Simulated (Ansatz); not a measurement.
**Pt: two-dimensional strain map**

Theory: DFT r2SCAN, scalar-relativistic, plane waves, PAW in Ansatz 0.2.0. Cutoff 500 eV, Γ-centred 18×18×10 k-points, Gaussian smearing of 0.15 eV. Spin–orbit coupling is left out, which can shift energies with elements as heavy as these. No spin polarisation. Energies are free energies at this smearing, counted from the undisturbed cell; pressure is positive in compression.

The starting cell (as given, not relaxed at this level; it stands at -6.4 GPa; this form isn't the usual structure):

```xyz
2
Lattice="2.7607 0.0000 0.0000 -1.3803 2.3908 0.0000 0.0000 0.0000 4.7921" Properties=species:S:1:pos:R:3 pbc="T T T"
Pt    1.3803    0.7969    3.5941
Pt    0.0000    1.5939    1.1980
```

The cell is strained by p along both x and y and by q along z, fractional coordinates fixed. Points are written (p, q).

Energy above the undisturbed cell in meV/atom (a dash: not computed):

| p \ q | -0.080 | -0.040 | 0.000 | 0.040 | 0.080 |
| --- | --- | --- | --- | --- | --- |
| -0.080 | 821.2 | 562.2 | 419.5 | 359.1 | ? |
| -0.040 | ? | – | 54.2 | – | 85.0 |
| 0.000 | ? | 5.8 | 0.0 | 42.5 | ? |
| 0.080 | 160.8 | – | 359.7 | – | 617.1 |

Q: Fill in the withheld energies.

A: (-0.080, 0.080): 352.8; (-0.040, -0.080): 286.8; (0.000, -0.080): 75.7; (0.000, 0.080): 116.4.